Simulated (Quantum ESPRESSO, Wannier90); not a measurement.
Cu3Pd (Cu3Au type), plane waves to Wannier functions

```
CELL_PARAMETERS angstrom
      3.67193     0.00000     0.00000
      0.00000     3.67193     0.00000
      0.00000     0.00000     3.67193
ATOMIC_POSITIONS crystal
  Cu 0.00000 0.50000 0.50000
  Cu 0.50000 0.00000 0.50000
  Cu 0.50000 0.50000 0.00000
  Pd 0.00000 0.00000 0.00000
```

Cell from Materials Project (mp-580357), symmetrised, no further relaxation. COD (Crystallography Open Database) has the formula in 3 space groups, this one among them (matched by group alone). Method: PBEsol plane waves in Quantum ESPRESSO 7.5 (PseudoDojo norm-conserving files, 74 Ry, no spin polarisation, no spin-orbit coupling), Bloch states on a 4×4×4 mesh through Γ, Wannier90 4.0.1. Density: 12×12×12 mesh, cold smearing 0.01 Ry.

The plane-wave run has 65 bands and 75 electrons a cell. On the energy scale of pw.x, whose zero is arbitrary, the Fermi level lies at 18.08 eV.

Isolated groups of bands, relative to the Fermi level (bands from 17 on overlap up to the last one computed):

```tsv
bands	from (eV)	to (eV)	filling	weight on atomic waves
1–3	-111.94	-111.93	filled	Cu 3s 99 %
4	-84.15	-84.15	filled	Pd 4s 99 %
5–13	-69.53	-69.43	filled	Cu 3p 100 %
14–16	-49.93	-49.92	filled	Pd 4p 100 %
```

Input w.win, without the blocks of cell, atoms and k-points (64 lines):

```
num_bands = 52
num_wann = 36
exclude_bands = 1-3,5-13
num_iter = 1000
conv_tol = 1.0e-6
conv_window = 4
dis_num_iter = 1000
dis_conv_tol = 1.0e-6
dis_froz_max = 19.58
write_hr = true
write_u_matrices = true
begin projections
f=0.00357,0.49366,0.51151: s;p;d
f=0.49545,0.01275,0.50145: s;p;d
f=0.51126,0.50162,0.00748: s;p;d
f=0.00434,-0.01094,-0.00685: s;p;d
end projections
mp_grid = 4 4 4
```

**Question.** This input has a fault. Which, and what does the program do?

**Answer.** wannier90.x stops with:
```
w90_wannier90_readwrite_read: mismatch in w.eig
```
num_bands differs from the number of bands in the files, which is the number computed minus those excluded. Mended as below, all else unchanged, the run goes through (Ω_I = 19.8 Å²) and follows the plane-wave bands to 6.0 meV rms (states up to 1.0 eV relative to the Fermi level).
```
num_bands = 53
```
